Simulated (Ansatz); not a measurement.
LiPb (CsCl type, Pm-3m) at seven volumes, the program Ansatz at the LDA level (PAW), scaled uniformly. One row is withheld.

```json
[
 {"V (Å³/atom)": "18.918", "P (GPa)": "4.64"},
 {"V (Å³/atom)": "19.541", "P (GPa)": "2.85"},
 {"V (Å³/atom)": "20.165", "P (GPa)": "1.31"},
 {"V (Å³/atom)": "20.789", "P (GPa)": "0.00"},
 {"V (Å³/atom)": "21.412", "P (GPa)": "-1.12"},
 {"V (Å³/atom)": "22.036", "P (GPa)": "?"},
 {"V (Å³/atom)": "22.660", "P (GPa)": "-2.88"}
]
```

### Question
Fit the shown pressures and predict the withheld one.

### Answer
P = (3/2)B₀(x^(7/2) − x^(5/2))[1 + (3/4)(B′ − 4)(x − 1)] with x = (V₀/V)^(2/3). Least squares on the six rows gives V₀ = 20.789 Å³/atom, B₀ = 40.2 GPa, B′ = 4.28. At V = 22.036, x = 0.9619 and P = -2.07 GPa. The run itself gave -2.07 GPa.

The workflow started from an entry of the Crystallography Open Database (COD), which files this formula under 2 space groups. Its standing as an ambient phase is unchecked. Symmetry was held in the LDA relaxation; of distortions, only those at the zone centre were tested. Scalar-relativistic: spin–orbit coupling is off unless named, which matters more the heavier the elements.

Potentials: the later of the program's two PAW sets.
